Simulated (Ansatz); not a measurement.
Input, command and steps of an Ansatz relaxation.

```yaml
crystal:
  lattice:
    - [7.595, 0.0, 0.0]
    - [-3.7975, 6.5774629417, 0.0]
    - [0.0, 0.0, 2.9023]
  atoms:
    - { symbol: Si, position: [0.7687, 0.1744, 0.25] }
    - { symbol: Si, position: [0.5943, 0.7687, 0.75] }
    - { symbol: Si, position: [0.8256, 0.5943, 0.25] }
    - { symbol: Si, position: [0.2313, 0.8256, 0.75] }
    - { symbol: Si, position: [0.4057, 0.2313, 0.25] }
    - { symbol: Si, position: [0.1744, 0.4057, 0.75] }
    - { symbol: "N", position: [0.0297, 0.3295, 0.265] }
    - { symbol: "N", position: [0.7002, 0.0297, 0.765] }
    - { symbol: "N", position: [0.6705, 0.7002, 0.265] }
    - { symbol: "N", position: [0.9703, 0.6705, 0.765] }
    - { symbol: "N", position: [0.2998, 0.9703, 0.265] }
    - { symbol: "N", position: [0.3295, 0.2998, 0.765] }
    - { symbol: "N", position: [0.3333333333, 0.6666666667, 0.2344] }
    - { symbol: "N", position: [0.6666666667, 0.3333333333, 0.7344] }
basis:
  ecutwfc: 420
kpoints:
  mp_grid: { grid: [6, 6, 8] }
hamiltonian:
  xc: pbe
  dispersion: d3bj
scf:
  occupations: { method: gaussian, width: 0.02 }
output:
  forces: true
  stress: true
  eigenvalues: true
relax:
  adjacent_minimum: "off"
  f_tol: 0.01
  max_steps: 40
```

```bash
ansatz run input.yaml --threads 4 --pin off --max-ram 10240MiB --backend cpu --events-out ev --progress --plain --runs-dir out
```

The calculation used DFT PBE+D3(BJ), scalar-relativistic, plane waves, PAW in Ansatz 0.2.0.

Of 11 frames 10 are shown, positions in Å and forces in eV/Å; the SCF threshold varies from step to step.

```xyz
14
Lattice="7.5950 0.0000 0.0000 -3.7975 6.5775 0.0000 0.0000 0.0000 2.9023" Properties=species:S:1:pos:R:3:forces:R:3 pbc="T T T" step=1 free_energy_over_end_meV_per_atom=713.90
Si    5.1760    1.1471    0.7256   -1.3089    1.3708    1.4467
Si    1.5946    5.0561    2.1767   -1.8416   -0.4481    1.4467
Si    4.0136    3.9090    0.7256   -0.5327   -1.8190    1.4467
Si   -1.3785    5.4304    2.1767    1.3089   -1.3708    1.4467
Si    2.2029    1.5214    0.7256    1.8416    0.4481    1.4467
Si   -0.2161    2.6685    2.1767    0.5327    1.8190    1.4467
N    -1.0257    2.1673    0.7691   -1.6094   -1.5648   -1.0499
N     5.2052    0.1954    2.2203    0.5505   -2.1762   -1.0499
N     2.4334    4.6055    0.7691    2.1599   -0.6114   -1.0499
N     4.8232    4.4102    2.2203    1.6094    1.5648   -1.0499
N    -1.4077    6.3821    0.7691   -0.5505    2.1762   -1.0499
N     1.3641    1.9719    2.2203   -2.1599    0.6114   -1.0499
N     0.0000    4.3850    0.6803    0.0000    0.0000   -1.1905
N     3.7975    2.1925    2.1314    0.0000    0.0000   -1.1905
14
Lattice="7.5950 0.0000 0.0000 -3.7975 6.5775 0.0000 0.0000 0.0000 2.9023" Properties=species:S:1:pos:R:3:forces:R:3 pbc="T T T" step=2 free_energy_over_end_meV_per_atom=606.10
Si    5.0526    0.9963    0.7373   -1.0476    1.1036    1.3488
Si    1.6635    4.8738    2.1884   -1.4795   -0.3555    1.3488
Si    4.2059    3.8775    0.7373   -0.4319   -1.4591    1.3488
Si   -1.2551    5.5812    2.1884    1.0476   -1.1036    1.3488
Si    2.1340    1.7036    0.7373    1.4795    0.3555    1.3488
Si   -0.4084    2.6999    2.1884    0.4319    1.4591    1.3488
N    -1.1974    2.0899    0.7721   -0.6181   -0.1966   -0.8272
N     5.1864    0.0079    2.2232   -0.1388   -0.6336   -0.8272
N     2.5863    4.4955    0.7721    0.4793   -0.4370   -0.8272
N     4.9949    4.4875    2.2232    0.6181    0.1966   -0.8272
N    -1.3889    6.5695    0.7721    0.1388    0.6336   -0.8272
N     1.2112    2.0820    2.2232   -0.4793    0.4370   -0.8272
N     0.0000    4.3850    0.6363    0.0000    0.0000   -1.5648
N     3.7975    2.1925    2.0874    0.0000    0.0000   -1.5648
14
Lattice="7.5950 0.0000 0.0000 -3.7975 6.5775 0.0000 0.0000 0.0000 2.9023" Properties=species:S:1:pos:R:3:forces:R:3 pbc="T T T" step=3 free_energy_over_end_meV_per_atom=498.58
Si    4.8632    0.9647    0.7797    0.7842   -0.3628    1.4526
Si    1.5961    4.6940    2.2308    0.7063    0.4977    1.4526
Si    4.3279    3.7293    0.7797   -0.0779    0.8605    1.4526
Si   -1.0657    5.6127    2.2308   -0.7842    0.3628    1.4526
Si    2.2014    1.8835    0.7797   -0.7063   -0.4977    1.4526
Si   -0.5304    2.8482    2.2308    0.0779   -0.8605    1.4526
N    -1.3449    2.1436    0.7865   -0.3806   -0.0129   -0.6286
N     5.0661   -0.0929    2.2377   -0.1791   -0.3361   -0.6286
N     2.6135    4.3409    0.7865    0.2015   -0.3232   -0.6286
N     5.1424    4.4338    2.2377    0.3806    0.0129   -0.6286
N    -1.2686    6.6704    0.7865    0.1791    0.3361   -0.6286
N     1.1840    2.2365    2.2377   -0.2015    0.3232   -0.6286
N     0.0000    4.3850    0.4657    0.0000    0.0000   -2.4723
N     3.7975    2.1925    1.9169    0.0000    0.0000   -2.4723
14
Lattice="7.5950 0.0000 0.0000 -3.7975 6.5775 0.0000 0.0000 0.0000 2.9023" Properties=species:S:1:pos:R:3:forces:R:3 pbc="T T T" step=4 free_energy_over_end_meV_per_atom=413.61
Si    4.8275    0.9257    0.8310    0.8990   -0.8094    0.9931
Si    1.6121    4.6436    2.2822    1.1505    0.3739    0.9931
Si    4.3796    3.7179    0.8310    0.2515    1.1833    0.9931
Si   -1.0300    5.6518    2.2822   -0.8990    0.8094    0.9931
Si    2.1854    1.9339    0.8310   -1.1505   -0.3739    0.9931
Si   -0.5821    2.8596    2.2822   -0.2515   -1.1833    0.9931
N    -1.4092    2.1363    0.8001    0.6491    0.5136   -0.3114
N     5.0403   -0.1523    2.2513   -0.1202    0.8190   -0.3114
N     2.6520    4.2889    0.8001   -0.7693    0.3054   -0.3114
N     5.2067    4.4412    2.2513   -0.6491   -0.5136   -0.3114
N    -1.2428    6.7298    0.8001    0.1202   -0.8190   -0.3114
N     1.1455    2.2886    2.2513    0.7693   -0.3054   -0.3114
N     0.0000    4.3850    0.2708    0.0000    0.0000   -2.0447
N     3.7975    2.1925    1.7220    0.0000    0.0000   -2.0447
14
Lattice="7.5950 0.0000 0.0000 -3.7975 6.5775 0.0000 0.0000 0.0000 2.9023" Properties=species:S:1:pos:R:3:forces:R:3 pbc="T T T" step=5 free_energy_over_end_meV_per_atom=324.87
Si    4.8525    0.9020    0.8809    1.0593   -0.2476    0.0003
Si    1.6450    4.6534    2.3321    0.7441    0.7936    0.0003
Si    4.3876    3.7513    0.8809   -0.3153    1.0412    0.0003
Si   -1.0550    5.6754    2.3321   -1.0593    0.2476    0.0003
Si    2.1525    1.9241    0.8809   -0.7441   -0.7936    0.0003
Si   -0.5901    2.8261    2.3321    0.3153   -1.0412    0.0003
N    -1.3928    2.1448    0.8144    0.8899    0.1331    0.5802
N     5.0412   -0.1338    2.2656    0.3297    0.8372    0.5802
N     2.6364    4.2989    0.8144   -0.5602    0.7041    0.5802
N     5.1903    4.4327    2.2656   -0.8899   -0.1331    0.5802
N    -1.2436    6.7113    0.8144   -0.3297   -0.8372    0.5802
N     1.1611    2.2786    2.2656    0.5602   -0.7041    0.5802
N     0.0000    4.3850    0.0782    0.0000    0.0000   -1.7417
N     3.7975    2.1925    1.5294    0.0000    0.0000   -1.7417
14
Lattice="7.5950 0.0000 0.0000 -3.7975 6.5775 0.0000 0.0000 0.0000 2.9023" Properties=species:S:1:pos:R:3:forces:R:3 pbc="T T T" step=7 free_energy_over_end_meV_per_atom=92.38
Si    5.0129    0.9512    0.9207    0.4297    0.7837    0.0508
Si    1.6827    4.8169    2.3718   -0.4639    0.7640    0.0508
Si    4.2648    3.8657    0.9207   -0.8936   -0.0197    0.0508
Si   -1.2154    5.6263    2.3718   -0.4297   -0.7837    0.0508
Si    2.1148    1.7606    0.9207    0.4639   -0.7640    0.0508
Si   -0.4673    2.7117    2.3718    0.8936    0.0197    0.0508
N    -1.2381    2.1357    0.9051    0.6403   -0.0983    0.2913
N     5.1264   -0.0044    2.3562    0.4053    0.5053    0.2913
N     2.5670    4.4374    0.9051   -0.2350    0.6037    0.2913
N     5.0356    4.4418    2.3562   -0.6403    0.0983    0.2913
N    -1.3289    6.5819    0.9051   -0.4053   -0.5053    0.2913
N     1.2305    2.1401    2.3562    0.2350   -0.6037    0.2913
N     0.0000    4.3850   -0.3129    0.0000    0.0000   -1.0265
N     3.7975    2.1925    1.1382    0.0000    0.0000   -1.0265
14
Lattice="7.5950 0.0000 0.0000 -3.7975 6.5775 0.0000 0.0000 0.0000 2.9023" Properties=species:S:1:pos:R:3:forces:R:3 pbc="T T T" step=8 free_energy_over_end_meV_per_atom=3.24
Si    5.1385    1.1054    0.9419    0.2851   -0.0058   -0.0063
Si    1.6120    5.0028    2.3931    0.1476    0.2440   -0.0063
Si    4.0685    3.8974    0.9419   -0.1375    0.2498   -0.0063
Si   -1.3410    5.4721    2.3931   -0.2851    0.0058   -0.0063
Si    2.1855    1.5747    0.9419   -0.1476   -0.2440   -0.0063
Si   -0.2710    2.6801    2.3931    0.1375   -0.2498   -0.0063
N    -1.0638    2.1525    0.9397    0.0693    0.1648    0.0584
N     5.1990    0.1549    2.3909   -0.1081    0.1424    0.0584
N     2.4653    4.5799    0.9397   -0.1774   -0.0224    0.0584
N     4.8613    4.4250    2.3909   -0.0693   -0.1648    0.0584
N    -1.4015    6.4225    0.9397    0.1081   -0.1424    0.0584
N     1.3322    1.9976    2.3909    0.1774    0.0224    0.0584
N     0.0000    4.3850   -0.4806    0.0000    0.0000   -0.1564
N     3.7975    2.1925    0.9705    0.0000    0.0000   -0.1564
14
Lattice="7.5950 0.0000 0.0000 -3.7975 6.5775 0.0000 0.0000 0.0000 2.9023" Properties=species:S:1:pos:R:3:forces:R:3 pbc="T T T" step=9 free_energy_over_end_meV_per_atom=0.14
Si    5.1715    1.1397    0.9451   -0.1323    0.1215   -0.0030
Si    1.5988    5.0485    2.3963   -0.1714   -0.0538   -0.0030
Si    4.0223    3.9088    0.9451   -0.0391   -0.1753   -0.0030
Si   -1.3740    5.4378    2.3963    0.1323   -0.1215   -0.0030
Si    2.1987    1.5290    0.9451    0.1714    0.0538   -0.0030
Si   -0.2248    2.6687    2.3963    0.0391    0.1753   -0.0030
N    -1.0285    2.1694    0.9450   -0.0214   -0.0469    0.0033
N     5.2020    0.1939    2.3961    0.0299   -0.0420    0.0033
N     2.4330    4.6020    0.9450    0.0513    0.0049    0.0033
N     4.8260    4.4081    2.3961    0.0214    0.0469    0.0033
N    -1.4045    6.3835    0.9450   -0.0299    0.0420    0.0033
N     1.3645    1.9754    2.3961   -0.0513   -0.0049    0.0033
N     0.0000    4.3850   -0.5059    0.0000    0.0000   -0.0011
N     3.7975    2.1925    0.9453    0.0000    0.0000   -0.0011
14
Lattice="7.5950 0.0000 0.0000 -3.7975 6.5775 0.0000 0.0000 0.0000 2.9023" Properties=species:S:1:pos:R:3:forces:R:3 pbc="T T T" step=10 free_energy_over_end_meV_per_atom=0.00
Si    5.1681    1.1417    0.9451    0.0066   -0.0092    0.0007
Si    1.5953    5.0465    2.3962    0.0113    0.0011    0.0007
Si    4.0222    3.9048    0.9451    0.0047    0.0103    0.0007
Si   -1.3706    5.4358    2.3962   -0.0066    0.0092    0.0007
Si    2.2022    1.5309    0.9451   -0.0113   -0.0011    0.0007
Si   -0.2247    2.6726    2.3962   -0.0047   -0.0103    0.0007
N    -1.0301    2.1700    0.9451    0.0063   -0.0055   -0.0013
N     5.2007    0.1929    2.3963    0.0079    0.0027   -0.0013
N     2.4333    4.6004    0.9451    0.0016    0.0082   -0.0013
N     4.8276    4.4075    2.3963   -0.0063    0.0055   -0.0013
N    -1.4032    6.3845    0.9451   -0.0079   -0.0027   -0.0013
N     1.3642    1.9771    2.3963   -0.0016   -0.0082   -0.0013
N     0.0000    4.3850   -0.5064    0.0000    0.0000    0.0018
N     3.7975    2.1925    0.9448    0.0000    0.0000    0.0018
14
Lattice="7.5950 0.0000 0.0000 -3.7975 6.5775 0.0000 0.0000 0.0000 2.9023" Properties=species:S:1:pos:R:3:forces:R:3 pbc="T T T" step=11 free_energy_over_end_meV_per_atom=0.00
Si    5.1683    1.1414    0.9451   -0.0003   -0.0002    0.0001
Si    1.5957    5.0466    2.3962    0.0000   -0.0003    0.0001
Si    4.0224    3.9052    0.9451    0.0003   -0.0002    0.0001
Si   -1.3708    5.4361    2.3962    0.0003    0.0002    0.0001
Si    2.2018    1.5309    0.9451    0.0000    0.0003    0.0001
Si   -0.2249    2.6723    2.3962   -0.0003    0.0002    0.0001
N    -1.0297    2.1693    0.9451    0.0005   -0.0003   -0.0002
N     5.2015    0.1929    2.3962    0.0005    0.0003   -0.0002
N     2.4337    4.6011    0.9451    0.0000    0.0006   -0.0002
N     4.8272    4.4081    2.3962   -0.0005    0.0003   -0.0002
N    -1.4040    6.3845    0.9451   -0.0005   -0.0003   -0.0002
N     1.3638    1.9764    2.3962    0.0000   -0.0006   -0.0002
N     0.0000    4.3850   -0.5061    0.0000    0.0000    0.0001
N     3.7975    2.1925    0.9451    0.0000    0.0000    0.0001
```

It took 2.9 min on 4 threads of Intel(R) Xeon(R) Processor @ 2.50GHz (Skylake/Cascade Lake) (shared host), peak memory 0.6 GiB.